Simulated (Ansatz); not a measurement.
Input file for Ansatz (a first-principles code):

Ansatz 0.2 input:
```yaml
crystal:
  lattice:
    - [4.0310478052, 0.0, 0.0]
    - [0.0, 4.0310478052, 0.0]
    - [0.0, 0.0, 7.9949258272]
  atoms:
    - { symbol: Sr, position: [0.0, 0.0, 0.7641798457] }
    - { symbol: O, position: [0.5, 0.5, 0.7617180241] }
    - { symbol: Ti, position: [0.5, 0.5, 0.0] }
    - { symbol: O, position: [0.5, 0.0, 0.0] }
    - { symbol: O, position: [0.0, 0.5, 0.0] }
    - { symbol: Sr, position: [0.0, 0.0, 0.2358201543] }
    - { symbol: O, position: [0.5, 0.5, 0.2382819759] }
    - { symbol: Zr, position: [0.5, 0.5, 0.5] }
    - { symbol: O, position: [0.5, 0.0, 0.5] }
    - { symbol: O, position: [0.0, 0.5, 0.5] }
kpoints:
  mp_grid: { grid: [6, 6, 3] }
  band_path:
    path:
      - [[0.0, 0.0, 0.0], [0.0, 0.5, 0.0], [0.5, 0.5, 0.0], [0.0, 0.0, 0.0], [0.0, 0.0, 0.5], [0.0, 0.5, 0.5], [0.5, 0.5, 0.5], [0.0, 0.0, 0.5]]  # Γ-X-M-Γ-Z-R-A-Z
      - [[0.0, 0.5, 0.0], [0.0, 0.5, 0.5]]  # X-R
      - [[0.5, 0.5, 0.0], [0.5, 0.5, 0.5]]  # M-A
      - [VBM, CBM]
    npoints: 8
basis: { xc_grid: 2 }
hamiltonian:
  xc: pbesol
  pseudopotentials: { azcp: { folder: ./paw }, kind: paw_fr }
magnetization: { noncollinear: true, spin_orbit: true }
scf:
  n_extra_bands: 20
  convergence: { dr2_threshold: 0.0000000001 }
  occupations: { method: gaussian, width: 0.01 }
checkpoint: { write: soc.run }
output: { eigenvalues: true }
```

Output (shortened):

```
Pseudopotentials: kind: paw_fr
Pseudopotential: Sr, paw, valence charge 10
Pseudopotential: O, paw, valence charge 6
Pseudopotential: Ti, paw, valence charge 12
Pseudopotential: Zr, paw, valence charge 12
Functional definition: PBEsol
non-collinear run that drives no moment, with spin-orbit …
Crystal: 10 atoms, lattice volume = 129.912 Å³
Basis set: ecut = 420 eV, 2539 PW (Γ), exchange–correlation on 54×54×108 points (8 copies of the dense FFT grid, shifted against one another)
Bands: 100, of which v1, the nominal top of the filled ones, is band 80 counted from 1 (79 counted from 0)
Symmetry: 16 space group operations + 16 with time reversal
k-points: 20 of 108
Projection manifold: j_resolved (fully-relativistic pseudo-atomic orbitals)
PAW frozen core: Sr, regenerated for the run's functional, and the local potential with it
PAW frozen core: O, regenerated for the run's functional, and the local potential with it
PAW frozen core: Ti, regenerated for the run's functional, and the local potential with it
PAW frozen core: Zr, regenerated for the run's functional, and the local potential with it
Initial density: superposition of atomic densities (chi_scale 0.1, normalization cell, long waves kept (reshape's long-wave potential 0.11 eV rms))
Initial wavefunctions: pseudopotential atomic-orbital guess
Eigensolver: davidson
Functional: x = pbesol(κ = 0.804, μ = 0.12345679012345678), c = pbesol(β = 0.046)
SCF iter   1: F=—  HF=-16972.126050 eV  |F-HF|=—  |Δ(HF+E_count)|=         —  Δρ=5.70e-2  dr2=3.66e0  dr2_m=0.00e0 (ungated)  ethr=3.10e-3  |M|=0.00e0 ∫|m|=0.00e0 μB  |m|>n=0.0e0 m-floor=0.0e0 τ_xc=0.0e0  β_m=0.30  ⟨swp⟩=9.2  Hψ=5637  notcnv=0  defer=86
all-band conjugate gradients solve this SCF's bands
preconditioner: auto → Resta (q_TF=auto, 2.517 Å⁻¹)
spin=Noncollinear: Resta preconditioning applied to the charge; magnetization (m_x, m_y, m_z) channels mix plain (no charge-response kernel on spin).
SCF iter   2: F=—  HF=-16971.694521 eV  |F-HF|=—  |Δ(HF+E_count)|=   4.32e-1  Δρ=3.66e-2  dr2=1.57e0  dr2_m=0.00e0 (ungated)  ethr=3.10e-3  |M|=0.00e0 ∫|m|=0.00e0 μB  |m|>n=0.0e0 m-floor=0.0e0 τ_xc=0.0e0  β_m=0.56  ⟨swp⟩=2.1  Hψ=1252  notcnv=0  defer=268
SCF iter   3: F=—  HF=-16971.506018 eV  |F-HF|=—  |Δ(HF+E_count)|=   1.89e-1  Δρ=1.28e-2  dr2=1.71e-1  dr2_m=0.00e0 (ungated)  ethr=1.96e-3  |M|=0.00e0 ∫|m|=0.00e0 μB  |m|>n=0.0e0 m-floor=0.0e0 τ_xc=0.0e0  β_m=0.59  ⟨swp⟩=3.2  Hψ=1729  notcnv=0  defer=268
SCF iter   4: F=—  HF=-16971.505023 eV  |F-HF|=—  |Δ(HF+E_count)|=   9.95e-4  Δρ=7.09e-3  dr2=6.30e-2  dr2_m=0.00e0 (ungated)  ethr=2.13e-4  |M|=0.00e0 ∫|m|=0.00e0 μB  |m|>n=0.0e0 m-floor=0.0e0 τ_xc=0.0e0  β_m=0.56  ⟨swp⟩=3.0  Hψ=2015  notcnv=0  defer=280
SCF iter   5: F=—  HF=-16971.502903 eV  |F-HF|=—  |Δ(HF+E_count)|=   2.12e-3  Δρ=2.32e-3  dr2=4.29e-3  dr2_m=0.00e0 (ungated)  ethr=7.87e-5  |M|=0.00e0 ∫|m|=0.00e0 μB  |m|>n=0.0e0 m-floor=0.0e0 τ_xc=0.0e0  β_m=0.71  ⟨swp⟩=2.6  Hψ=1504  notcnv=0  defer=280
SCF iter   6: F=—  HF=-16971.505261 eV  |F-HF|=—  |Δ(HF+E_count)|=   2.36e-3  Δρ=1.22e-3  dr2=1.47e-3  dr2_m=0.00e0 (ungated)  ethr=5.36e-6  |M|=0.00e0 ∫|m|=0.00e0 μB  |m|>n=0.0e0 m-floor=0.0e0 τ_xc=0.0e0  β_m=0.62  ⟨swp⟩=2.0  Hψ=1660  notcnv=0  defer=280
SCF iter   7: F=—  HF=-16971.505149 eV  |F-HF|=—  |Δ(HF+E_count)|=   1.12e-4  Δρ=2.16e-4  dr2=5.47e-5  dr2_m=0.00e0 (ungated)  ethr=1.83e-6  |M|=0.00e0 ∫|m|=0.00e0 μB  |m|>n=0.0e0 m-floor=0.0e0 τ_xc=0.0e0  β_m=0.81  ⟨swp⟩=2.0  Hψ=1439  notcnv=0  defer=280
SCF iter   8: F=—  HF=-16971.505223 eV  |F-HF|=—  |Δ(HF+E_count)|=   7.41e-5  Δρ=1.30e-4  dr2=1.87e-5  dr2_m=0.00e0 (ungated)  ethr=6.84e-8  |M|=0.00e0 ∫|m|=0.00e0 μB  |m|>n=0.0e0 m-floor=0.0e0 τ_xc=0.0e0  β_m=0.73  ⟨swp⟩=2.0  Hψ=1454  notcnv=0  defer=280
SCF iter  14: F=-16971.505544 eV  HF=-16971.505544 eV  |F-HF|=7.28e-12  |Δ(HF+E_count)|=  2.91e-11  Δρ=7.21e-8  dr2=7.90e-12  dr2_m=0.00e0 (ungated)  ethr=1.00e-12  |M|=0.00e0 ∫|m|=0.00e0 μB  |m|>n=0.0e0 m-floor=0.0e0 τ_xc=0.0e0  ⟨swp⟩=14.1  Hψ=4348  notcnv=0
SCF 1 converged in 14 iterations: F = -16971.505544 eV  dr2 = 7.90e-12
NSCF: frozen V_eff on 40 k-points
NSCF: frozen V_eff on 40 k-points
NSCF: frozen V_eff on 40 k-points
NSCF: frozen V_eff on 40 k-points
NSCF: frozen V_eff on 27 k-points
NSCF: frozen V_eff on 11 k-points
NSCF: frozen V_eff on 10 k-points
NSCF: frozen V_eff on 10 k-points
NSCF: frozen V_eff on 10 k-points
NSCF: frozen V_eff on 5 k-points
NSCF: frozen V_eff on 84 k-points
SCF converged after 14 iterations
Magnetization: |M| = 0.0000 μB,  M = (+0.0000, +0.0000, +0.0000) μB
Absolute magnetization: 0.0000 μB (∫|m|)
  site 0: m = (+0.0000, +0.0000, +0.0000) μB, |m| = 0.0000 μB  (R = 1.14 Å)
  site 1: m = (+0.0000, +0.0000, +0.0000) μB, |m| = 0.0000 μB  (R = 0.79 Å)
  site 2: m = (+0.0000, +0.0000, +0.0000) μB, |m| = 0.0000 μB  (R = 0.79 Å)
  site 3: m = (+0.0000, +0.0000, +0.0000) μB, |m| = 0.0000 μB  (R = 0.83 Å)
  site 4: m = (+0.0000, +0.0000, +0.0000) μB, |m| = 0.0000 μB  (R = 0.83 Å)
  site 5: m = (+0.0000, +0.0000, +0.0000) μB, |m| = 0.0000 μB  (R = 1.14 Å)
  site 6: m = (+0.0000, +0.0000, +0.0000) μB, |m| = 0.0000 μB  (R = 0.79 Å)
  site 7: m = (+0.0000, +0.0000, +0.0000) μB, |m| = 0.0000 μB  (R = 0.83 Å)
  site 8: m = (+0.0000, +0.0000, +0.0000) μB, |m| = 0.0000 μB  (R = 0.83 Å)
  site 9: m = (+0.0000, +0.0000, +0.0000) μB, |m| = 0.0000 μB  (R = 0.83 Å)
Free energy (F): -16971.505544 eV
Harris-Foulkes:  -16971.505544 eV  (|F-HF|=7.28e-12)
Internal energy: -16971.505544 eV  (E = F + TS)
E sigma→0 (E₀):  -16971.505544 eV
Fermi energy:    10.344973 eV
--- Per-component energies (eV) ---
  E_band       = -381.177809
  E_kinetic    = 2080.183848
  E_local      = -4772.544326  (includes V_loc(G=0)·N_el)
  E_nonlocal   = 914.603615
  E_hartree    = 1599.518575
  E_xc         = -1048.675492
  E_vxc        = -1192.943453  (∫ρ·V_xc dr)
  E_paw        = -10146.544301  (= ΣΔE_a)
  E_vpaw       = -609.519045  (= ΣTr[D̂ρ^β])
  E_aug_tail   = 0.004429  (compensation charges beyond the density's cutoff)
  E_ewald      = -5598.839850
  E_core_change = 0.787957  (= ΣΔE_core)
  E_smearing   =  0.000000  (= −TS)
  E_closure    = 0.000000  (closes the sum)
  Σ components = -16971.505544   (vs F -16971.505544, Δ=0.00e0)
  [band-id]    e_kinetic+e_local+e_nonlocal+2·e_hartree+e_vxc+e_vpaw+e_augmentation_tail = -381.177782   (vs E_band -381.177809, Δ=2.73e-5)
--- Band table (eV; the first three rows and the last of 20) ---
  k-point 0: bands = ["-46.7616", "-46.7616", "-37.1289", "-37.1289", "-23.5958", "-23.5958", "-23.4988", "-23.4988", "-23.4700", "-23.4700", "-22.9377", "-22.9377", "-22.9023", "-22.9023", "-16.6676", "-16.6676", "-15.0268", "-15.0268", "-14.9493", "-14.9493", "-7.8736", "-7.8736", "-7.4478", "-7.4478", "-6.9400", "-6.9400", "-6.8755", "-6.8755", "-6.6646", "-6.6646", "-6.2832", "-6.2832", "-6.1543", "-6.1543", "-6.0629", "-6.0629", "-5.1426", "-5.1426", "-5.1263", "-5.1263", "-5.1019", "-5.1019", "-4.7540", "-4.7540", "5.2122", "5.2122", "6.5737", "6.5737", "6.6102", "6.6102", "7.0023", "7.0023", "7.0387", "7.0387", "7.0789", "7.0789", "7.1825", "7.1825", "7.5016", "7.5016", "7.5514", "7.5514", "7.5751", "7.5751", "8.2614", "8.2614", "8.2698", "8.2698", "8.3082", "8.3082", "8.8312", "8.8312", "8.8879", "8.8879", "9.0211", "9.0211", "9.1461", "9.1461", "9.2319", "9.2319", "11.2649", "11.2649", "11.8134", "11.8134", "11.8408", "11.8408", "13.0604", "13.0604", "13.3982", "13.3982", "14.4138", "14.4138", "14.4492", "14.4492", "14.4651", "14.4651", "14.5175", "14.5175", "14.5698", "14.5698"]
  k-point 1: bands = ["-46.7616", "-46.7616", "-37.1289", "-37.1289", "-23.5960", "-23.5960", "-23.4965", "-23.4965", "-23.4721", "-23.4721", "-22.9377", "-22.9377", "-22.9023", "-22.9023", "-16.6683", "-16.6683", "-15.0291", "-15.0291", "-14.9493", "-14.9493", "-7.8022", "-7.8022", "-7.4404", "-7.4404", "-6.9393", "-6.9393", "-6.8182", "-6.8182", "-6.6654", "-6.6654", "-6.3992", "-6.3992", "-6.2034", "-6.2034", "-6.0784", "-6.0784", "-5.1387", "-5.1387", "-5.1059", "-5.1059", "-5.0362", "-5.0362", "-4.8350", "-4.8350", "5.7586", "5.7586", "6.5495", "6.5495", "6.5922", "6.5922", "6.7372", "6.7372", "7.1832", "7.1832", "7.2411", "7.2411", "7.3399", "7.3399", "7.5740", "7.5740", "7.6268", "7.6268", "7.7211", "7.7211", "7.9770", "7.9770", "7.9907", "7.9907", "8.0937", "8.0937", "8.2939", "8.2939", "8.8160", "8.8160", "8.8587", "8.8587", "9.0703", "9.0703", "9.1902", "9.1902", "11.2694", "11.2694", "12.2773", "12.2773", "12.3019", "12.3019", "13.0444", "13.0444", "13.3984", "13.3984", "14.0379", "14.0379", "14.0893", "14.0893", "14.7726", "14.7726", "14.9312", "14.9312", "15.0091", "15.0091"]
  k-point 2: bands = ["-46.7615", "-46.7615", "-37.1275", "-37.1275", "-23.5981", "-23.5981", "-23.4954", "-23.4954", "-23.4676", "-23.4676", "-22.9409", "-22.9409", "-22.9067", "-22.9067", "-16.6936", "-16.6936", "-15.0689", "-15.0689", "-14.9858", "-14.9858", "-7.7879", "-7.7879", "-7.4315", "-7.4315", "-6.8851", "-6.8851", "-6.7002", "-6.7002", "-6.6714", "-6.6714", "-6.3900", "-6.3900", "-6.1901", "-6.1901", "-5.8993", "-5.8993", "-5.1236", "-5.1236", "-5.0462", "-5.0462", "-5.0383", "-5.0383", "-4.7857", "-4.7857", "5.2021", "5.2021", "6.0077", "6.0077", "6.3546", "6.3546", "6.6001", "6.6001", "6.9499", "6.9499", "7.0983", "7.0983", "7.2956", "7.2956", "7.3806", "7.3806", "7.4675", "7.4675", "7.9604", "7.9604", "7.9866", "7.9866", "8.0631", "8.0631", "8.2669", "8.2669", "8.3069", "8.3069", "8.3385", "8.3385", "8.6702", "8.6702", "8.9555", "8.9555", "9.1180", "9.1180", "11.7480", "11.7480", "11.8737", "11.8737", "12.2825", "12.2825", "13.7088", "13.7088", "13.7798", "13.7798", "14.4756", "14.4756", "14.6615", "14.6615", "14.8344", "14.8344", "14.9251", "14.9251", "14.9687", "14.9687"]
  k-point 19: bands = ["-46.7604", "-46.7604", "-37.1182", "-37.1182", "-23.6053", "-23.6053", "-23.4686", "-23.4686", "-23.4564", "-23.4564", "-22.9576", "-22.9576", "-22.9492", "-22.9492", "-16.8727", "-16.8727", "-15.3926", "-15.3926", "-15.1513", "-15.1513", "-7.0262", "-7.0262", "-6.9094", "-6.9094", "-6.7941", "-6.7941", "-6.5005", "-6.5005", "-6.4043", "-6.4043", "-5.9170", "-5.9170", "-5.8418", "-5.8418", "-5.5013", "-5.5013", "-5.1850", "-5.1850", "-5.1246", "-5.1246", "-4.9474", "-4.9474", "-4.8281", "-4.8281", "5.1297", "5.1297", "5.1328", "5.1328", "5.1511", "5.1511", "5.5035", "5.5035", "5.6505", "5.6505", "5.6579", "5.6579", "5.8647", "5.8647", "5.9063", "5.9063", "5.9341", "5.9341", "6.3328", "6.3328", "6.3561", "6.3561", "7.3234", "7.3234", "8.3555", "8.3555", "8.3603", "8.3603", "9.1005", "9.1005", "9.1136", "9.1136", "9.2489", "9.2489", "9.4164", "9.4164", "13.3352", "13.3352", "13.3499", "13.3499", "13.4352", "13.4352", "15.8901", "15.8901", "15.9137", "15.9137", "16.0092", "16.0092", "16.1750", "16.1750", "16.6034", "16.6034", "16.6054", "16.6054", "16.7667", "16.7667"]
  band table: 100 of 100 bands, residual norms ≤ 1.0e-3 eV
```

Cost: around 10 core-minutes (rough) on shared cores.

Space group P4/mmm. The start of the workflow was typed in or built on a structure type; neither database checked (COD, Materials Project) lists it. Whether it is the stable phase at ambient conditions was not checked. The PBEsol relaxation kept the symmetry of its start. At this level the phase is dynamically unstable (imaginary phonons). No spin polarisation was allowed.

Potentials: the earlier of the program's two PAW sets. The files were generated under PBE; for other functionals the program regenerates the frozen cores, and for LDA and PBEsol the local potential too.

Ansatz is a plane-wave DFT program.
